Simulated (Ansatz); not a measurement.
# Nb3Ir: pressure against volume

A database entry relaxed whole under r2SCAN (Pm-3n):

```
Nb Ir
1.0
     5.14846    0.00000    0.00000
     0.00000    5.14846    0.00000
     0.00000    0.00000    5.14846
Nb Ir
6 2
Direct
  0.25000 0.00000 0.50000
  0.50000 0.75000 0.00000
  0.75000 0.00000 0.50000
  0.50000 0.25000 0.00000
  0.00000 0.50000 0.75000
  0.00000 0.50000 0.25000
  0.00000 0.00000 0.00000
  0.50000 0.50000 0.50000
```

The cell was scaled uniformly, its shape held, and the atoms relaxed at each volume with plane-wave PAW DFT (Ansatz 0.2.0; r2SCAN, 500 eV, 7×7×7 Γ-centred mesh, fermi-dirac occupations of width 0.100 eV; no spin, no spin-orbit coupling). One row is withheld.

```json
{"volume (Å³/atom)": "16.035", "energy over the lowest (meV/atom)": "50.1", "pressure (GPa)": "16.46"}
{"volume (Å³/atom)": "16.376", "energy over the lowest (meV/atom)": "21.6", "pressure (GPa)": "10.43"}
{"volume (Å³/atom)": "16.717", "energy over the lowest (meV/atom)": "?", "pressure (GPa)": "?"}
{"volume (Å³/atom)": "17.059", "energy over the lowest (meV/atom)": "0.0", "pressure (GPa)": "0.09"}
{"volume (Å³/atom)": "17.400", "energy over the lowest (meV/atom)": "4.6", "pressure (GPa)": "-4.33"}
{"volume (Å³/atom)": "17.741", "energy over the lowest (meV/atom)": "18.2", "pressure (GPa)": "-8.32"}
{"volume (Å³/atom)": "18.082", "energy over the lowest (meV/atom)": "39.8", "pressure (GPa)": "-11.91"}
```

Question: Fit the pressures of the other rows to the third-order Birch-Murnaghan form.

Answer: With f = [(V₀/V)^(2/3) − 1]/2 and P = 3B₀f(1 + 2f)^(5/2)[1 + 3(B₀′ − 4)f/2], least squares gives V₀ = 17.07 Å³ an atom, B₀ = 232 GPa and B₀′ = 4.2; the rows miss the fit by less than 0.01 GPa. The slope of the energies differs from these pressures by less than 0.05 GPa.

Question: What does the withheld row hold?

Answer: The fit gives 4.99 GPa at 16.717 Å³; the run gave 4.99 GPa and 5.3 meV an atom.

Caveats: the shape of the cell was held; 0 K, fixed nuclei; the symmetry was kept, and this need not be the phase that is stable at 0 K; one mesh for all volumes; pressure is positive in compression.
